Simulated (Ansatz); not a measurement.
Input file for Ansatz (a quantum-chemistry and plane-wave program):

Ansatz 0.2 input:
```yaml
crystal:
  lattice:
    - [0.0, 3.0134991925, 3.0134991925]
    - [3.0134991925, 0.0, 3.0134991925]
    - [3.0134991925, 3.0134991925, 0.0]
  atoms:
    - { symbol: Au, position: [0.0, 0.0, 0.0] }
    - { symbol: Au, position: [0.25, 0.25, 0.25] }
kpoints:
  mp_grid: { grid: [25, 25, 25] }
hamiltonian:
  xc: pbesol
  pseudopotentials: { kind: paw }
scf:
  occupations: { method: fermi_dirac, width: 0.1 }
elastic: { mode: relaxed_ion, stencil: two_point, amplitude: 0.005, f_tol: 0.0005 }
```

Output (shortened):

```
Pseudopotential: Au, paw, valence charge 19
Functional definition: PBEsol
Crystal: 2 atoms, lattice volume = 54.732 Å³
Basis set: ecut = 420 eV, 1067 PW (Γ), exchange–correlation on 60×60×60 points (8 copies of the dense FFT grid, shifted against one another)
Bands: 23, of which v1, the nominal top of the filled ones, is band 19 counted from 1 (18 counted from 0)
Symmetry: 48 space group operations
Space group: Fd-3m (ITA 227), of the structure as read, at distance tolerance 3.8e-5 Å
k-points: 455 of 15625
SCF 1 converged in 9 iterations: F = -26012.328489 eV  dr2 = 8.96e-14
Crystal: 2 atoms, lattice volume = 54.459 Å³
Symmetry: 16 space group operations
k-points: 1183 of 15625
SCF 2 converged in 7 iterations: F = -26012.328381 eV  dr2 = 6.72e-14
Crystal: 2 atoms, lattice volume = 55.006 Å³
SCF 3 converged in 7 iterations: F = -26012.328089 eV  dr2 = 2.12e-15
Crystal: 2 atoms, lattice volume = 54.732 Å³
Symmetry: 8 space group operations
k-points: 2197 of 15625
SCF 4 converged in 10 iterations: F = -26012.328288 eV  dr2 = 6.92e-15
relax step   1: F+E_penalty+E_count = -26012.32828765 eV  Δ(F+E_penalty+E_count) = +0.000e0 eV  max|allowed force component| = 5.566e-2 eV/Å  Δτ_max = 0.0000 Å  (10 SCF iters, accepted)
Crystal: 2 atoms, lattice volume = 54.732 Å³
SCF 5 converged in 8 iterations: F = -26012.328530 eV  dr2 = 6.27e-14
relax step   2: F+E_penalty+E_count = -26012.32852990 eV  Δ(F+E_penalty+E_count) = -2.422e-4 eV  max|allowed force component| = 6.875e-3 eV/Å  Δτ_max = 0.0050 Å  (8 SCF iters, accepted)
Crystal: 2 atoms, lattice volume = 54.732 Å³
SCF 6 converged in 7 iterations: F = -26012.328534 eV  dr2 = 4.48e-14
relax step   3: F+E_penalty+E_count = -26012.32853364 eV  Δ(F+E_penalty+E_count) = -3.738e-6 eV  max|allowed force component| = 4.500e-4 eV/Å  Δτ_max = 0.0006 Å  (7 SCF iters, accepted)
Crystal: 2 atoms, lattice volume = 54.732 Å³
SCF 7 converged in 2 iterations: F = -26012.328534 eV  dr2 = 1.05e-14
Crystal: 2 atoms, lattice volume = 54.732 Å³
SCF 8 converged in 10 iterations: F = -26012.328288 eV  dr2 = 8.47e-15
relax step   1: F+E_penalty+E_count = -26012.32828765 eV  Δ(F+E_penalty+E_count) = +0.000e0 eV  max|allowed force component| = 5.566e-2 eV/Å  Δτ_max = 0.0000 Å  (10 SCF iters, accepted)
Crystal: 2 atoms, lattice volume = 54.732 Å³
SCF 9 converged in 9 iterations: F = -26012.328534 eV  dr2 = 6.79e-15
relax step   2: F+E_penalty+E_count = -26012.32853365 eV  Δ(F+E_penalty+E_count) = -2.460e-4 eV  max|allowed force component| = 9.196e-6 eV/Å  Δτ_max = 0.0044 Å  (9 SCF iters, accepted)
Crystal: 2 atoms, lattice volume = 54.732 Å³
SCF 10 converged in 2 iterations: F = -26012.328534 eV  dr2 = 1.34e-15
SCF converged after 9 iterations
Free energy (F): -26012.328489 eV
Harris-Foulkes:  -26012.328489 eV  (|F-HF|=1.46e-11)
Internal energy: -26012.300726 eV  (E = F + TS)
E sigma→0 (E₀):  -26012.314607 eV
Entropy (-TS):   -0.027764 eV (-13.882 meV/atom)
Fermi energy:    10.168361 eV
--- Per-component energies (eV) ---
  E_band       = -772.902197
  E_kinetic    = 1209.597530
  E_local      = -5434.919156  (includes V_loc(G=0)·N_el)
  E_nonlocal   = 155.531533
  E_hartree    = 2286.002057
  E_xc         = -450.589647
  E_vxc        = -545.673621  (∫ρ·V_xc dr)
  E_paw        = -19132.444061  (= ΣΔE_a)
  E_vpaw       = -729.445359  (= ΣTr[D̂ρ^β])
  E_aug_tail   = 0.002781  (compensation charges beyond the density's cutoff)
  E_ewald      = -4646.100720
  E_core_change = 0.618958  (= ΣΔE_core)
  E_smearing   = -0.027764  (= −TS)
  E_closure    = 0.000000  (closes the sum)
  Σ components = -26012.328489   (vs F -26012.328489, Δ=0.00e0)
--- Forces (eV/Å), atoms counted from 1 ---
  atom   1  Au     0.00000000     0.00000000     0.00000000
  atom   2  Au     0.00000000     0.00000000     0.00000000
  max |Σ_I F_I| component: 3.70e-17 eV/Å
--- Stress (GPa, compression-positive) ---
       -0.086452       0.000000       0.000000
        0.000000      -0.086452       0.000000
        0.000000       0.000000      -0.086452
  P = ⅓ Tr σ = -0.0865 GPa (-0.865 kbar)
--- Band table (eV; the first three rows and the last of 455) ---
  k-point 0: bands = ["-94.4031", "-94.3668", "-45.8946", "-45.8946", "-45.8946", "-45.7001", "-45.7001", "-45.7001", "3.8088", "5.8397", "5.8397", "5.8426", "5.8426", "5.8426", "7.8041", "7.8041", "7.8041", "8.9266", "8.9266", "19.1201", "20.0295", "20.0540", "20.0540"]
  k-point 1: bands = ["-94.4030", "-94.3669", "-45.8949", "-45.8949", "-45.8944", "-45.7003", "-45.6998", "-45.6998", "3.8288", "5.7781", "5.7781", "5.8410", "5.9104", "5.9104", "7.7986", "7.8014", "7.8014", "8.9271", "8.9271", "18.7883", "19.7227", "19.8978", "19.8978"]
  k-point 2: bands = ["-94.4027", "-94.3672", "-45.8957", "-45.8957", "-45.8937", "-45.7011", "-45.6990", "-45.6990", "3.8882", "5.7237", "5.7237", "5.8365", "5.9822", "5.9822", "7.7837", "7.7944", "7.7944", "8.9282", "8.9282", "17.9835", "19.4557", "19.5732", "19.5732"]
  k-point 454: bands = ["-94.3858", "-94.3841", "-45.9281", "-45.9267", "-45.8039", "-45.7922", "-45.6681", "-45.6668", "5.3719", "5.3855", "5.8199", "5.8371", "6.8504", "6.9639", "7.1040", "7.2219", "9.1750", "9.1931", "10.3068", "10.5614", "12.7916", "13.1449", "21.5576"]
--- Elastic constants: 2 strain directions × 2 members + reference (group order 48) ---
  dense FFT box of the reference and of every strained cell: 30×30×30
  strains applied: 11, 23; error gains: componentwise 1.00 (the most a stress slope's error grows in a printed constant), spectral 1.73 (1 for all six strains …
  C = ∂σ_k/∂η_j (tension-positive GPa; Voigt order 11 22 33 23 13 12):
        59.827     72.697     72.697      0.000      0.000      0.000
        72.697     59.827     72.697      0.000      0.000      0.000
        72.697     72.697     59.827      0.000      0.000      0.000
         0.000      0.000      0.000    -10.095      0.000      0.000
         0.000      0.000      0.000      0.000    -10.095      0.000
         0.000      0.000      0.000      0.000      0.000    -10.095
  reference stress σ⁰ (GPa):      0.086      0.086      0.086      0.000      0.000      0.000
  moduli (Voigt/Reuss/Hill, GPa): K = 68.41/68.41/68.41   G = -8.63/-8.22/-8.43   E = -26.36   ν = 0.564
  mechanically stable: NO (min eigenvalue of sym C = -12.87 GPa)
  strain η (Voigt 11):  stress-route row diagonal C_11 = 59.83 GPa, energy-path curvature d²(F+E_count+ΔE)/dδ²/Ω₀ = 59.84 GPa
         δ    σ_11 (GPa)             F (eV)   n_scf  n_hpsi   n_pw
    -5.000e-3      -0.2147      -26012.3283809       7  503514   1078   relax 0 steps, max|allowed force component| 1.11e-16 eV/Å
     5.000e-3       0.3836      -26012.3280889       7  502256   1094   relax 0 steps, max|allowed force component| 1.11e-16 eV/Å
  strain η (Voigt 23):  stress-route row diagonal C_44 = -10.09 GPa, energy-path curvature d²(F+E_count+ΔE)/dδ²/Ω₀ = -10.14 GPa
         δ    σ_23 (GPa)             F (eV)   n_scf  n_hpsi   n_pw
    -5.000e-3       0.0505      -26012.3285336       2  437179   1084   relax 3 steps, max|allowed force component| 4.50e-4 eV/Å
     5.000e-3      -0.0505      -26012.3285337       2  435463   1084   relax 2 steps, max|allowed force component| 9.20e-6 eV/Å
```

Cost: very roughly 14 core-minutes on shared cores.

The start of the workflow was typed in or built on a structure type; neither database checked (COD, Materials Project) lists it. It is not the phase usual at ambient conditions (space group No. 225). The PBEsol relaxation kept the symmetry of its start. At this level the phase is mechanically unstable. As this level gives no gap, shear constants depend on the k-mesh and smearing (Fermi–Dirac, 0.1 eV here). Scalar-relativistic: spin–orbit coupling is off unless named, which matters more the heavier the elements.

Potentials: the later of the program's two PAW sets.

Ansatz is a plane-wave DFT program.
